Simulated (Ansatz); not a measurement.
All numbers below come from DFT PBE, scalar-relativistic, plane waves, PAW in Ansatz 0.2.0. Cutoff 420 eV, Γ-centred meshes of about 0.25 Å⁻¹ or finer for metals and 0.3 Å⁻¹ for insulators (2π included), Gaussian smearing. No spin polarisation.

All energies are static (0 K, no zero-point motion).

Two forms of La2SnO were relaxed alike.

A. Space group P6_3/mmc (No. 194), hexagonal, a = 3.788 Å, c = 16.008 Å. La is surrounded by 3 O at 2.60 Å, 3 Sn at 3.40 Å, 3 La at 3.55 Å and 6 La at 3.79 Å; around Sn lie 6 La at 3.40 Å and 6 Sn at 3.79 Å; around O lie 6 La at 2.60 Å.

B. Space group P4/mmm (No. 123), tetragonal, a = 5.019 Å, c = 4.469 Å. La is surrounded by 2 O at 2.51 Å, 4 Sn at 3.36 Å, 4 La at 3.55 Å and 2 La at 4.47 Å; around Sn lie 8 La at 3.36 Å; O is surrounded by 4 La at 2.51 Å.

Question: Which would you expect to be lower, and how large is the difference?

Answer: B is lower, by 20 meV/atom. A has space group P6_3/mmc (No. 194), 24.9 Å³/atom and no gap on its mesh; B has space group P4/mmm (No. 123), 28.1 Å³/atom and no gap. Counting La or Sn atoms around O (for each partner element, those within 1.25 times its shortest distance or 1.15 times the sum of covalent radii, where it is the nearest in units of that sum or under 1.3), A has O 6 and B has O 4. The lower one is the more open, so pressure narrows the difference. Both come from trial cells of a structure search, whose lowest cell (I4/mcm, 27.1 Å³/atom) lies 150 meV/atom below the lower of the two.

For metals, differences of a few meV/atom aren't resolved. Cells relaxed within their symmetry can be saddle points. Some structure types and database cells were kept out of the candidates from the start, so a known form may be missing.
